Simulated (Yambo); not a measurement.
G0W0@LDA for Cs2NaScF6 (space group Fm-3m, No. 225) in Yambo. Reference settings: 2×2×2 Γ-centred k mesh, bands 3 to 342 and a 8 Ry block in the screening, 342 bands in G with the Bruneval-Gonze terminator, plasmon pole fitted at 27.2 eV. The LDA gap Γ → Γ on this mesh is 6.79 eV; G0W0 gaps are taken between the same points.

The settings were changed. The gap went from 11.80 eV to 13.01 eV, and the shift of the valence edge from -2.15 eV to -2.36 eV.

**Question.** Name the change that produced these shifts.
(A) 85 bands in W, 85 bands in G, 3 Ry block
(B) 1×1×1 mesh
(C) 85 bands in W, 85 bands in G, 2 Ry block
(D) 85 bands in W, 85 bands in G, 3 Ry block, no terminator

**Answer.** D, 85 bands in W, 85 bands in G, 3 Ry block, no terminator. The others gave (gap, valence shift): 1×1×1 mesh: 11.65, -2.07 eV; 85 bands in W, 85 bands in G, 2 Ry block: 13.56, -3.08 eV; 85 bands in W, 85 bands in G, 3 Ry block: 12.73, -2.49 eV.

Geometry of the Materials Project entry, not relaxed at this level; primitive cell a = b = c = 6.3589 Å, α = β = γ = 60.00°.

The structure is a Materials Project entry; no match was found in the copy of COD used, and its stability was not checked.

A shift is the quasiparticle energy of the state minus its LDA energy.
